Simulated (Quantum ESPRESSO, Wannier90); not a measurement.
## ZrO$_{2}$ (P4₂/nmc): Wannier90 run

```
ZrO2
1.0
    3.60017     0.00000     0.00000
    0.00000     3.60017     0.00000
    0.00000     0.00000     5.22516
Zr O
2 4
Direct
  0.00000   0.00000   0.00000
  0.50000   0.50000   0.50000
  0.00000   0.50000   0.30177
  0.00000   0.50000   0.80177
  0.50000   0.00000   0.19823
  0.50000   0.00000   0.69823
```

Cell from Materials Project (mp-2574), symmetrised, no further relaxation. COD (Crystallography Open Database) has the formula in 4 space groups, this one among them (matched by group alone). Level: PBEsol, spinors with spin-orbit coupling; pw.x of Quantum ESPRESSO at 68 Ry with PseudoDojo potentials, 6×6×4 k-points, Wannier90. Density: 8×8×6 mesh, cold smearing 0.01 Ry.

Base run: 44 functions from bands 25-100 of the 100 computed, start hydrogen-like Zr: d; O: p, centres 0.05 Å off the atoms, frozen window up to 5.50 eV relative to the valence-band maximum, outer window open. One thing is changed at a time; window edges are relative to the valence-band maximum. The misfit compares interpolated bands with pw.x on a high-symmetry path, for states up to 5.0 eV relative to the valence-band maximum. Converged means that the tolerances were met: symmetric starts can stop on a saddle, which shows as a larger Ω_OD at equal Ω_I and can move the misfit too.

```csv
setting,functions,frozen to (eV),Ω_I (Å²),Ω_D (Å²),Ω_OD (Å²),rms misfit (meV),worst (meV),ended
base,44,5.50,42.49,0.05,0.74,0.4,4.1,converged
```

Task: Starting from this base row, predict which settings stop with an error, and how Ω_I and the misfit move in the others: frozen window to 6.50 eV; frozen window to 9.49 eV; outer window to 14.66 eV; outer window to 11.66 eV.

Result: 
| setting | functions | frozen to (eV) | Ω_I (Å²) | Ω_D (Å²) | Ω_OD (Å²) | rms misfit (meV) | worst (meV) | ended |
|---|---|---|---|---|---|---|---|---|
| frozen window to 6.50 eV | 44 | 6.50 | 42.72 | 0.05 | 0.79 | 0.4 | 4.2 | converged |
| frozen window to 9.49 eV | 44 | 9.49 | – | – | – | – | – | stops: too many frozen states |
| outer window to 14.66 eV | 44 | 5.50 | 43.94 | 0.05 | 1.14 | 0.4 | 3.9 | converged |
| outer window to 11.66 eV | 44 | 5.50 | 44.69 | 0.05 | 1.31 | 0.4 | 4.2 | converged |
